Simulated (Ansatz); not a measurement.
## Relaxing a structure of Pb

The start is a generated cell, Pb placed in the bcc structure type. A full variable-cell relaxation at zero pressure is run with r2SCAN (plane waves to 500 eV, PAW, scalar-relativistic; Ansatz, a quantum-chemistry and plane-wave program). The first steps use a coarse 12×12×12 k-mesh.

Initial structure:
```
Pb
1.0
   -1.96441     1.96441     1.96441
    1.96441    -1.96441     1.96441
    1.96441     1.96441    -1.96441
Pb
1
Cartesian
  0.00000   0.00000   0.00000
```

Task: How much energy is released per atom?

Result: Under 0.01 eV/atom.

Task: How do the shortest distances between atoms change?

Result: The closest pairs of elements (up to four, under 3.6 Å), start → end: Pb–Pb 3.40 → 3.43 Å.

Task: What band gap does the relaxed structure have at this level?

Result: Zero (metallic).

The space group stays Im-3m (No. 229) (the run could not lower it); the end is bcc (W type), with 1 atom in the primitive cell. Final values are on a 17×17×17 k-mesh of the relaxed cell. No spin polarisation in the result.

The run could not lose the symmetry of its start, so the end can be a saddle point.

The relaxed structure here is a generated cell of Pb: the first start was made by placing the elements on the sites of a structure type, and the end was not matched to a known phase here, so it may be hypothetical. Known forms of Pb include space group No. 225.
